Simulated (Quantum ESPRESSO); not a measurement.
# Computed NMR tensors in BaF2

```
CELL_PARAMETERS angstrom
      0.00000     3.10005     3.10005
      3.10005     0.00000     3.10005
      3.10005     3.10005     0.00000
ATOMIC_POSITIONS crystal
  Ba 0.00000 0.00000 0.00000
  F  0.25000 0.25000 0.25000
  F  0.75000 0.75000 0.75000
```
The cell was made here from an entry of the Crystallography Open Database (unchecked): atoms relaxed with PBE in the measured cell (PBE without dispersion, pw.x of a modified build of Quantum ESPRESSO, symmetry kept).  Stability against distortions was not tested.

Computed: shieldings by GIPAW with PBE in Quantum ESPRESSO, on JTH PAW datasets, 22.5 Ha, k-mesh 4×4×4 shifted, f-sum rule met within 0.001 %.

| site | site symmetry | σ_iso (ppm) |
|---|---|---|
| Ba (atom 1) | m-3m | 5232 |
| F (atoms 2, 3) | -43m | 142 |

Shieldings are absolute and leave out the bulk-susceptibility term; a larger σ means a smaller chemical shift. In our sweeps, cutoffs and meshes of this size left a few ppm, and up to some 20 ppm on atoms from Zn on. Spin–orbit coupling is left out; its weight grows with the heaviest atom, Ba here.
